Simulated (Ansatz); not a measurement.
The guess for TmI₄ was made by a generator: species swapped into a database cell of SnI4 (P-43m, No. 215), with Tm on the Sn sites. Its size is a rough estimate.

```cif
data_structure
_symmetry_space_group_name_H-M 'P-43m'
_symmetry_Int_Tables_number 215
_cell_length_a 6.0791
_cell_length_b 6.0791
_cell_length_c 6.0791
_cell_angle_alpha 90.000
_cell_angle_beta 90.000
_cell_angle_gamma 90.000
_cell_volume 224.66
loop_
_atom_site_label
_atom_site_type_symbol
_atom_site_symmetry_multiplicity
_atom_site_Wyckoff_symbol
_atom_site_fract_x
_atom_site_fract_y
_atom_site_fract_z
_atom_site_occupancy
Tm1 Tm 1 a 0.00000 0.00000 0.00000 1
I1 I 4 e 0.25000 0.25000 0.25000 1
```

Computed with Ansatz, DFT PBE, scalar-relativistic, plane waves, PAW, and for the lanthanide a 4f-in-core norm-conserving potential. Cutoff 690 eV, Gaussian smearing, Γ-centred meshes. Cell and atoms relax first on a coarse mesh, the cell is then made exact in the group found at 0.06 to 0.08 Å, and last on a converged mesh; the steps can't lower the symmetry of their start. No spin polarisation.

A guess keeps its type if space group and coordination stay and the shape of the cell changes little (axis ratios within about 15 %, angles within 6°); the volume may change.

Q: Does it keep its structure type, or change into something else?

A: It keeps its type. The symmetry stays P-43m (No. 215). The volume per atom grows by 20.9 %, from 44.9 to 54.3 Å³. The shortest distance goes from 2.63 Å (Tm–I) to 2.84 Å (Tm–I). Counting neighbours within 15 % of an atom's shortest distance, the start has I 1, Tm 4 and the end I 1, Tm 4.

Formation energies are uncorrected and refer to the elements' standard structures at the same level.

Q: At what energy does it end?

A: −0.81 eV/atom.

The last run used a 6×6×6 mesh for its 5-atom cell and Gaussian smearing of 0.10 eV. No dispersion correction is applied, so the spacing and binding between layers, chains or molecules are poorly described. These runs have no spin–orbit coupling, which can matter for I. An odd number of valence electrons (the lanthanide is held trivalent, its 4f shell in the core) allows no gap without spin; another valence of the lanthanide, a larger cell or a magnetic state could open one. The reference form of I is held partly by dispersion forces, which this level lacks. Symmetry constrained the relaxation, so the result can be a saddle point. Another cell of the same search, in Cmmm, lies 156 meV/atom lower, so this cell isn't the stable form at this level.

The lanthanide is trivalent by construction, without f bands, f moments or other valences. The reference runs of the other elements, and any phases without the lanthanide, used 420 eV, which shifts energies against them by under 10 meV/atom. The lanthanide's reference is the lowest of its hcp, dhcp and fcc cells.
